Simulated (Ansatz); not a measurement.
Input file for Ansatz (a first-principles code):

Ansatz 0.2 input:
```yaml
crystal:
  lattice:
    - [4.2417055868, 1.5953340258, 0.0]
    - [-4.2417055868, 1.5953340258, 0.0]
    - [-3.6535514853, 0.0, 6.5182523891]
  atoms:
    - { symbol: P, position: [0.1384717661, 0.8615282339, 0.0252221358] }
    - { symbol: P, position: [0.8615282339, 0.1384717661, 0.9747778642] }
    - { symbol: P, position: [0.600078977, 0.399921023, 0.4009824691] }
    - { symbol: P, position: [0.399921023, 0.600078977, 0.5990175309] }
    - { symbol: W, position: [0.8419526173, 0.1580473827, 0.2933674182] }
    - { symbol: W, position: [0.1580473827, 0.8419526173, 0.7066325818] }
kpoints:
  mp_grid: { grid: [14, 14, 7] }
hamiltonian:
  xc: r2scan
  pseudopotentials: { kind: paw }
scf:
  occupations: { method: gaussian, width: 0.05 }
checkpoint: { read: metal.run }
output: { write_density: true, elf: true, volumetric_format: npy }
basis: { fft_grid_basis: typed }
```

Output (shortened):

```
Pseudopotentials: kind: paw
Pseudopotential: P, paw, valence charge 5
Pseudopotential: W, paw, valence charge 14
Functional definition: r2SCAN
Crystal: 6 atoms, lattice volume = 88.217 Å³
Basis set: ecut = 500 eV, 2239 PW (Γ), exchange–correlation on 144×144×240 points (64 copies of the dense FFT grid, shifted against one another)
Bands: 36, of which v1, the nominal top of the filled ones, is band 24 counted from 1 (23 counted from 0)
Symmetry: 4 space group operations
Space group: C2/m (ITA 12), of the structure as read, at distance tolerance 4.5e-5 Å
k-points: 372 of 1372
PAW frozen core: P, regenerated for the run's functional
PAW frozen core: W, regenerated for the run's functional
Initial density: read from a saved state, or passed on in memory by an earlier SCF of this step, an earlier step, the calling program or the single point that …
Stability of the state it starts from, as read at its close in the unpolarized treatment …
Initial wavefunctions: pseudopotential atomic-orbital guess
Eigensolver: davidson
Functional: x = r2scan, c = r2scan; τ floored in thin density (d = 2e-4 eV/Å³)
iter 1 solved again at ethr=1.48e-7 eV; its pass at ethr=3.10e-3 eV (dr2=7.10e-5 eV) is discarded
SCF iter   1: F=—  HF=-23833.566603 eV  |F-HF|=—  |Δ(HF+E_count)|=         —  Δρ=7.52e-7  dr2=6.78e-10  dr2_τ=1.06e-10  ethr=1.48e-7  ⟨swp⟩=3.3  Hψ=102202  notcnv=0
all-band conjugate gradients solve this SCF's bands
preconditioner: auto → Kerker (q_TF=auto, 2.465 Å⁻¹)
SCF iter   2: F=-23833.566603 eV  HF=-23833.566603 eV  |F-HF|=1.06e-10  |Δ(HF+E_count)|=   7.43e-9  Δρ=4.26e-7  dr2=2.44e-10  dr2_τ=1.67e-10  ethr=1.41e-12  ⟨swp⟩=8.1  Hψ=57345  notcnv=0
SCF 1 converged in 2 iterations: F = -23833.566603 eV  dr2 = 2.44e-10
SCF converged after 2 iterations
Free energy (F): -23833.566603 eV
Harris-Foulkes:  -23833.566603 eV  (|F-HF|=1.06e-10)
Internal energy: -23833.564589 eV  (E = F + TS)
E sigma→0 (E₀):  -23833.565596 eV
Entropy (-TS):   -0.002015 eV (-0.336 meV/atom)
Fermi energy:    15.587650 eV
--- Per-component energies (eV) ---
  E_band       = -233.084093
  E_kinetic    = 1197.865149
  E_local      = -2154.087435  (includes V_loc(G=0)·N_el)
  E_nonlocal   = 133.420987
  E_hartree    = 819.780504
  E_xc         = -738.074438
  E_vxc        = -790.165733  (∫ρ·V_xc dr)
  E_paw        = -19490.073580  (= ΣΔE_a)
  E_vpaw       = -298.994654  (= ΣTr[D̂ρ^β])
  E_aug_tail   = -0.000089  (compensation charges beyond the density's cutoff)
  E_vtau       = 39.316094  (kinetic-family band-sum trace: ∫τ·v_τ [+ j·A + Jᵃ·Aᵃ] dr)
  E_ewald      = -3600.856420
  E_core_change = -1.539266  (= ΣΔE_core)
  E_smearing   = -0.002015  (= −TS)
  E_closure    = 0.000000  (closes the sum)
  Σ components = -23833.566603   (vs F -23833.566603, Δ=0.00e0)
  [band-id]    e_kinetic+e_local+e_nonlocal+2·e_hartree+e_vxc+e_vpaw+e_augmentation_tail+e_vtau = -233.084672   (vs E_band -233.084093, Δ=-5.79e-4)
--- Band table (eV; the first three rows and the last of 372) ---
  k-point 0: bands = ["-60.5304", "-60.5161", "-24.4074", "-24.1825", "-24.1620", "-24.1555", "-24.1307", "-24.1161", "-0.6110", "1.7500", "4.2848", "6.6571", "7.4461", "8.6510", "8.7724", "11.6639", "11.8572", "11.9581", "11.9987", "12.2886", "13.0165", "13.3290", "13.6674", "15.1740", "16.1426", "16.5147", "17.4249", "18.5136", "19.5770", "19.8373", "20.3938", "20.3972", "20.6355", "20.7053", "21.7555", "22.1409"]
  k-point 1: bands = ["-60.5304", "-60.5162", "-24.4050", "-24.1828", "-24.1640", "-24.1553", "-24.1305", "-24.1167", "-0.5365", "1.5439", "4.4385", "6.6460", "7.4898", "8.7013", "8.8816", "11.3269", "11.6808", "11.8843", "12.1089", "12.4163", "13.0163", "13.4298", "13.5235", "15.3161", "16.2485", "16.3255", "17.5364", "18.6991", "19.4016", "19.8494", "20.0229", "20.3589", "20.6759", "21.0818", "21.5853", "22.1620"]
  k-point 2: bands = ["-60.5304", "-60.5162", "-24.3995", "-24.1834", "-24.1690", "-24.1546", "-24.1298", "-24.1183", "-0.3209", "1.0860", "4.7154", "6.6206", "7.6809", "8.7707", "9.1504", "10.6701", "11.5669", "11.7693", "12.1397", "12.4085", "12.9843", "13.2746", "13.7951", "15.1699", "16.2459", "16.7726", "17.7598", "18.5982", "18.9456", "19.7395", "19.9050", "20.1476", "21.2335", "21.5099", "21.5883", "21.8553"]
  k-point 371: bands = ["-60.5303", "-60.5161", "-24.4061", "-24.1838", "-24.1764", "-24.1555", "-24.1324", "-24.1197", "1.3986", "1.7455", "2.8384", "3.5769", "7.5822", "8.2417", "11.7608", "11.8329", "11.9374", "12.1381", "12.2265", "13.0553", "13.4599", "13.7716", "14.4162", "15.0251", "16.4202", "16.5479", "16.9249", "17.9525", "18.2133", "18.5686", "19.2132", "19.8174", "20.4392", "20.4570", "21.2277", "21.7188"]
  band table: 36 of 36 bands, residual norms ≤ 1.0e-3 eV
```

Cost: around 70 core-seconds (rough) on shared cores.

The workflow started from an entry of the Crystallography Open Database (COD), which files this formula under 2 space groups. Whether it is the stable phase at ambient conditions was not checked. The cell was relaxed with r²SCAN under the symmetry of its start; whether a distortion lowers the energy is not shown. The run is not spin-polarised. Spin–orbit coupling is left out wherever it is not named.

Potentials: the later of the program's two PAW sets.

Ansatz is a plane-wave DFT program.
